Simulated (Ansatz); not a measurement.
Ga4As3N as one 8-atom ordering (Amm2) on the zincblende lattice: a band-structure calculation in Ansatz (PBE). The geometry is the r2SCAN minimum.

Input (YAML):
```yaml
crystal:
  lattice:
    - [3.8094919757, 0.0, 0.0]
    - [0.0, 3.8238492163, 5.3860200495]
    - [0.0, -3.8238492163, 5.3860200495]
  atoms:
    - { symbol: "N", position: [0.0, 0.0032177032, 0.0032177032] }
    - { symbol: As, position: [0.5, -0.0027772216, 0.5004447149] }
    - { symbol: As, position: [0.5, 0.5004447149, -0.0027772216] }
    - { symbol: As, position: [0.0, 0.503605362, 0.503605362] }
    - { symbol: Ga, position: [0.5, 0.8999971459, 0.8999971459] }
    - { symbol: Ga, position: [0.0, 0.8934504402, 0.3285453387] }
    - { symbol: Ga, position: [0.0, 0.3285453387, 0.8934504402] }
    - { symbol: Ga, position: [0.5, 0.3735165168, 0.3735165168] }
kpoints:
  mp_grid: { grid: [6, 4, 4] }
  band_path:
    path:
      - [[0.0, 0.0, 0.0], [0.0, 0.5, 0.5], [0.0, 0.6239898308665, 0.3760101691335]]
      - [[0.0, 0.3760101691335, -0.3760101691335], [0.0, 0.0, 0.0], [0.5, 0.0, 0.0], [0.5, 0.3760101691335, -0.3760101691335]]
      - [[0.5, 0.6239898308665, 0.3760101691335], [0.5, 0.5, 0.5], [0.0, 0.5, 0.5]]
      - [[0.0, 0.0, 0.0], [0.0, 0.5, -8.742160015067e-18], [0.5, 0.5, -8.742160015067e-18], [0.5, 0.0, 0.0], [0.5, 0.5, 0.5]]
    npoints: 10
hamiltonian:
  xc: pbe
scf:
  occupations: { method: fermi_dirac, width: 0.02 }
  n_extra_bands: 6
output:
  forces: true
  stress: true
  eigenvalues: true
```

Run as `ansatz run input.yaml --threads 4 --pin off --max-ram 6451MiB --backend cpu --events-out ev --progress --plain --runs-dir out`. It took 25 s on 4 threads of Arm Neoverse V1 (shared host); peak host memory 0.85 GiB.

Q: What does the program print?

A: What the program printed (shortened):
```
Functional definition: PBE
Crystal: 8 atoms, lattice volume = 156.915 Å³
Basis set: ecut = 420 eV, 3079 PW (Γ)
Bands: 57, of which v1, the nominal top of the filled ones, is band 51 counted from 1 (50 counted from 0)
Symmetry: 4 space group operations
Space group: Amm2 (ITA 38)
k-points: 28 of 96 (time reversal used)
SCF 1 converged in 7 iterations: F = -30085.637945 eV  dr2 = 1.29e-8
Free energy (F): -30085.637945 eV
Internal energy: -30085.636120 eV  (E = F + TS)
E sigma→0 (E₀):  -30085.637032 eV
Entropy (-TS):   -0.001824 eV (-0.228 meV/atom)
Fermi energy:    8.800563 eV
--- Forces (eV/Å), atoms counted from 1 ---
  atom   1  N       0.00000      0.00000    -0.10926
  atom   2  As      0.00000    -0.13230    -0.01426
  atom   3  As      0.00000      0.13230    -0.01426
  atom   4  As      0.00000      0.00000      0.14662
  atom   5  Ga      0.00000      0.00000      0.10569
  atom   6  Ga      0.00000      0.05161    -0.04318
  atom   7  Ga      0.00000    -0.05161    -0.04318
  atom   8  Ga      0.00000      0.00000    -0.02822
--- Stress (GPa, compression-positive) ---
        3.058867       0.000000       0.000000
        0.000000       3.387713       0.000000
        0.000000       0.000000       3.295364
  P = ⅓ Tr σ = 3.2473 GPa (32.473 kbar)
--- Band table (eV; the first three rows and the last of 28) ---
  k-point 0: bands = […, 7.0466, 7.3035, 7.4490, 8.1528, 8.7428, 8.9519, 9.0517, 10.2714, 10.7552, 10.7682, …]
  k-point 1: bands = […, 6.9359, 7.0499, 7.1402, 8.0570, 8.5635, 8.7497, 8.8440, 10.7271, 11.0335, 11.5708, …]
  k-point 2: bands = […, 5.4769, 7.0165, 7.0340, 7.9945, 8.6233, 8.6367, 8.9976, 11.1070, 11.3363, 11.6040, …]
  k-point 27: bands = […, 5.7231, 6.0697, 7.0675, 7.5148, 7.7459, 8.0708, 9.1151, 9.8578, 10.2177, 10.6397, …]
```
Only the leading digits can be foreseen; the rest is this run's record.

The rows of the band table are 0: (0, 0, 0) = Γ, 1: (0, 0, 1/4), 2: (0, 0, -1/2) = S, 27: (-1/2, -1/2, -1/2) = T.

Levels along the path, in eV from the valence top (v1 is the last filled band, c1 the first empty one):
```csv
point,distance (1/Å),v3,v2,v1,c1,c2,c3
Γ,0.00,-0.80,-0.21,0.00,0.10,1.32,1.80
·,0.29,-0.92,-0.86,-0.48,0.07,1.66,2.16
Y,0.58,-1.47,-1.24,-0.92,1.18,1.77,2.40
·,0.69,-1.49,-1.32,-0.79,1.13,1.91,2.60
C₀,0.79,-1.60,-1.32,-0.58,0.97,2.25,2.65
Σ₀,0.79,-1.60,-1.32,-0.58,0.97,2.25,2.65
·,1.03,-1.09,-1.08,-0.15,0.13,2.13,2.38
·,1.34,-0.81,-0.29,-0.04,0.09,1.40,1.81
Γ,1.40,-0.80,-0.21,0.00,0.10,1.32,1.80
·,1.73,-1.98,-0.91,-0.44,0.09,1.82,3.21
·,2.15,-3.13,-2.29,-0.98,1.86,2.52,3.14
Z,2.23,-3.38,-2.27,-1.01,2.00,2.47,3.20
·,2.48,-2.98,-2.38,-1.89,2.32,2.44,3.17
·,2.79,-2.36,-1.80,-1.55,1.08,1.47,2.07
A₀,2.85,-1.91,-1.65,-1.41,0.79,1.26,1.81
E₀,2.85,-1.91,-1.65,-1.41,0.79,1.26,1.81
·,2.91,-1.56,-1.46,-1.31,0.52,1.09,1.59
·,3.01,-1.45,-1.21,-0.94,0.20,0.92,1.30
T,3.05,-1.44,-1.21,-0.88,0.16,0.91,1.27
·,3.30,-1.87,-1.46,-1.02,0.77,1.48,1.56
·,3.71,-1.53,-1.46,-1.36,1.46,1.81,2.70
Y,3.88,-1.47,-1.24,-0.92,1.18,1.77,2.40
Γ,3.88,-0.80,-0.21,0.00,0.10,1.32,1.80
·,3.98,-0.82,-0.41,-0.08,0.06,1.47,1.85
·,4.23,-0.94,-0.28,-0.23,-0.13,1.95,2.27
S,4.38,-0.96,-0.33,-0.32,0.05,2.16,2.38
·,4.54,-1.55,-0.94,-0.44,0.45,2.53,3.01
·,4.96,-2.42,-2.06,-1.70,1.79,2.14,2.65
R,5.20,-2.55,-2.02,-1.78,1.66,1.71,2.37
·,5.31,-2.60,-2.01,-1.89,1.76,1.82,2.57
·,5.56,-3.20,-2.33,-1.29,2.06,2.39,3.20
Z,5.71,-3.38,-2.27,-1.01,2.00,2.47,3.20
·,5.82,-3.18,-2.25,-1.00,1.79,2.37,3.17
·,6.12,-1.95,-1.78,-0.91,0.59,1.46,1.55
T,6.29,-1.44,-1.21,-0.88,0.16,0.91,1.27
```

PBE gives no gap: the lowest nominally empty band dips 0.26 eV below the top of the last filled one (its bottom at Γ–Z (0.30 of the way from Γ), the top at Γ), so the cell is a metal or semimetal at this level. With the atoms held, the mean pressure is +3.25 GPa (compression positive). The largest force is 0.15 eV/Å.

No spin polarisation and no zero-point or thermal motion; the cell was built from a prototype and may be hypothetical.

The runs are scalar-relativistic, without spin-orbit coupling.

Where bands overlap, v1 and c1 are numbered by the electron count and aren't everywhere filled or empty.
